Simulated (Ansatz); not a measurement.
K$_{2}$PtCl$_{4}$:
```cif
data_Cl4K2Pt
_chemical_formula_sum 'K2 Pt1 Cl4'
_space_group_name_H-M_alt 'P 1'
_space_group_IT_number 1
_cell_length_a 6.95707
_cell_length_b 6.95707
_cell_length_c 4.13036
_cell_angle_alpha 90.000
_cell_angle_beta 90.000
_cell_angle_gamma 90.000
loop_
_space_group_symop_operation_xyz
  'x, y, z'
loop_
_atom_site_label
_atom_site_type_symbol
_atom_site_fract_x
_atom_site_fract_y
_atom_site_fract_z
_atom_site_occupancy
K1 K 0.00000 0.50000 0.50000 1
K2 K 0.50000 0.00000 0.50000 1
Pt1 Pt 0.00000 0.00000 0.00000 1
Cl1 Cl 0.23330 0.76670 0.00000 1
Cl2 Cl 0.76670 0.23330 0.00000 1
Cl3 Cl 0.23330 0.23330 0.00000 1
Cl4 Cl 0.76670 0.76670 0.00000 1
```

Relaxed with PBEsol. Plane-wave PAW PBEsol (Ansatz code) gives a gap of 1.85 eV.

Problem. What gap does HSE06 give on the same cell (Ansatz, PAW)?

Solution. 3.46 eV, 1.61 eV more. The hybrid was solved on a coarser mesh and at special points; its gap is the smallest among all of these.

```tsv
k	v1 PBEsol	c1 PBEsol	v1 HSE06	c1 HSE06
Γ	-0.07	2.80	-0.08	4.50
Z	-0.10	2.83	___	___
M	-0.03	1.85	-0.03	3.46
A	-0.06	2.02	___	___
R	-0.06	2.51	___	___
X	0.00	2.45	___	___
```

Problem. Top valence (v1) and lowest conduction level (c1) in eV from each method's valence maximum (which need not be a listed point): supply the withheld HSE06 values.

Solution. 
- X, v1 HSE06: 0.00
- X, c1 HSE06: 4.13
- A, v1 HSE06: -0.02
- A, c1 HSE06: 3.66
- Z, v1 HSE06: -0.07
- Z, c1 HSE06: 4.54
- R, v1 HSE06: -0.03
- R, c1 HSE06: 4.20

Cost on shared cores: the PBEsol run (SCF on a 4×4×7 mesh, then bands and DOS) around 2.2 core-minutes (rough), the HSE06 run (SCF on 3×3×4, then a few points) roughly 5 core-minutes; the tasks are unlike.

Space group P4/mmm. The first step of the workflow began from a Materials Project structure, measured or hypothetical; the Crystallography Open Database files this formula in space group No. 123, but the cells were not matched. Its standing as an ambient phase is unchecked. The cell was relaxed with PBEsol under the symmetry of its start; its stability against distortions is not shown here. No spin polarisation was allowed. Spin–orbit coupling is left out wherever it is not named.

Potentials: the later of the program's two PAW sets.
